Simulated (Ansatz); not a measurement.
YAl3:
```yaml
crystal:
  lattice:
    - [4.21901, 0.00000, 0.00000]
    - [0.00000, 4.21901, 0.00000]
    - [0.00000, 0.00000, 4.21901]
  atoms:
    - { symbol: Y, position: [0.00000, 0.00000, 0.00000] }
    - { symbol: Al, position: [0.00000, 0.50000, 0.50000] }
    - { symbol: Al, position: [0.50000, 0.00000, 0.50000] }
    - { symbol: Al, position: [0.50000, 0.50000, 0.00000] }
```

Relaxed with PBEsol. Special points in fractions of this cell's reciprocal vectors: Γ (0.000, 0.000, 0.000); X (0.000, 0.500, 0.000); M (0.500, 0.500, 0.000); R (0.500, 0.500, 0.500).

Q: List the band energies nearest the Fermi level at these points for PBEsol with spin–orbit coupling (plane waves, PAW; program Ansatz).

A: In eV from the Fermi level; about four levels below and three above (degenerate sets whole), none deeper than 8.9 eV; points with the same levels are listed once.

```csv
k,below,above
Γ,-1.26 -1.26 -1.26 -1.26,1.84 1.84 1.85 1.85 1.85 1.85
X,-1.65 -1.65 -1.64 -1.64 -1.50 -1.50,0.33 0.33 1.41 1.41
M,-0.50 -0.50 -0.48 -0.48,1.26 1.26 1.60 1.60
R,-1.99 -1.99 -1.99 -1.99,1.88 1.88 3.94 3.94 3.94 3.94
```

Space group Pm-3m (Cu3Au type). The first step of the workflow began from a Materials Project structure, measured or hypothetical; the Crystallography Open Database copy checked does not list it. Whether it is the stable phase at ambient conditions was not checked. The PBEsol relaxation kept the symmetry of its start; its stability against distortions is not shown here. No spin polarisation was allowed.

Potentials: the later of the program's two PAW sets.
